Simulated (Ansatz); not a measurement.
B2O3:
```
B2O3
1.0
    4.35716     0.00000     0.00000
   -2.17858     3.77341     0.00000
    0.00000     0.00000     6.43174
O B
6 4
Direct
  0.95480   0.28795   0.25000
  0.71205   0.66685   0.25000
  0.33315   0.04520   0.25000
  0.28795   0.95480   0.75000
  0.04520   0.33315   0.75000
  0.66685   0.71205   0.75000
  0.66667   0.33333   0.25000
  0.00000   0.00000   0.25000
  0.00000   0.00000   0.75000
  0.33333   0.66667   0.75000
```

Relaxed with r²SCAN+D4. The program Ansatz at the r²SCAN+D4 level (PAW) gives a gap of 5.60 eV.

Problem. What gap does HSE06 give on the same cell (Ansatz, PAW)?

Solution. 6.79 eV, 1.19 eV more. The hybrid was solved on a coarser mesh and at special points; the gap given is the minimum over both.

```json
[
 {"k": "Γ", "v1 r²SCAN+D4": "-0.22", "c1 r²SCAN+D4": "5.60", "v1 HSE06": "-0.03", "c1 HSE06": "6.79"},
 {"k": "A", "v1 r²SCAN+D4": "-0.50", "c1 r²SCAN+D4": "6.21", "v1 HSE06": "?", "c1 HSE06": "?"},
 {"k": "K", "v1 r²SCAN+D4": "-0.56", "c1 r²SCAN+D4": "8.18", "v1 HSE06": "?", "c1 HSE06": "?"},
 {"k": "H", "v1 r²SCAN+D4": "-0.56", "c1 r²SCAN+D4": "8.73", "v1 HSE06": "?", "c1 HSE06": "?"},
 {"k": "M", "v1 r²SCAN+D4": "0.00", "c1 r²SCAN+D4": "7.37", "v1 HSE06": "0.00", "c1 HSE06": "8.64"},
 {"k": "L", "v1 r²SCAN+D4": "0.00", "c1 r²SCAN+D4": "8.07", "v1 HSE06": "?", "c1 HSE06": "?"}
]
```

Problem. Top valence (v1) and lowest conduction level (c1) in eV from each method's valence maximum (which need not be a listed point): supply the withheld HSE06 values.

Solution. 
- L, v1 HSE06: 0.00
- L, c1 HSE06: 9.36
- K, v1 HSE06: -0.58
- K, c1 HSE06: 9.51
- H, v1 HSE06: -0.56
- H, c1 HSE06: 10.07
- A, v1 HSE06: -0.38
- A, c1 HSE06: 7.41

Cost on shared cores: the r²SCAN+D4 run (SCF on a 7×7×5 mesh, then bands and DOS) around 3 core-minutes (rough), the HSE06 run (SCF on 4×4×3, then a few points) very roughly 4 core-minutes; the tasks are unlike.

Space group P-62c. The start of the workflow was typed in or built on a structure type; neither database checked (COD, Materials Project) lists it. COD files the formula under space group No. 144, 152. Its standing as an ambient phase is unchecked. Symmetry was held in the r²SCAN+D4 relaxation; its stability against distortions is not shown here.

Potentials: the earlier of the program's two PAW sets. The files were generated under PBE; for other functionals the program regenerates the frozen cores, and for LDA and PBEsol the local potential too.
